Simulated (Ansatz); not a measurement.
InSe:
```yaml
crystal:
  lattice:
    - [4.03214, 0.00000, 0.00000]
    - [-2.01607, 3.49194, 0.00000]
    - [0.00000, 0.00000, 16.76553]
  atoms:
    - { symbol: In, position: [0.33333, 0.66667, 0.33331] }
    - { symbol: In, position: [0.66667, 0.33333, 0.66669] }
    - { symbol: In, position: [0.66667, 0.33333, 0.83331] }
    - { symbol: In, position: [0.33333, 0.66667, 0.16669] }
    - { symbol: Se, position: [0.33333, 0.66667, 0.58994] }
    - { symbol: Se, position: [0.66667, 0.33333, 0.41006] }
    - { symbol: Se, position: [0.66667, 0.33333, 0.08994] }
    - { symbol: Se, position: [0.33333, 0.66667, 0.91006] }
```

PBE+D3(BJ) (plane waves, PAW; program Ansatz) gives a gap of 0.37 eV without spin–orbit coupling, maximum at Γ, minimum at Γ.

What happens when spin–orbit coupling is switched on?

The gap decreases by 0.03 eV, to 0.34 eV; maximum at Γ, minimum at Γ.

Give the electron effective mass with spin–orbit coupling.

0.039, 0.11, 0.11 mₑ (principal values).

Give the hole effective mass with spin–orbit coupling.

0.039, 1.1, 1.1 mₑ (principal values).

Space group P6_3/mmc. Symmetry was held in the PBE+D3(BJ) relaxation.

Potentials: the later of the program's two PAW sets.
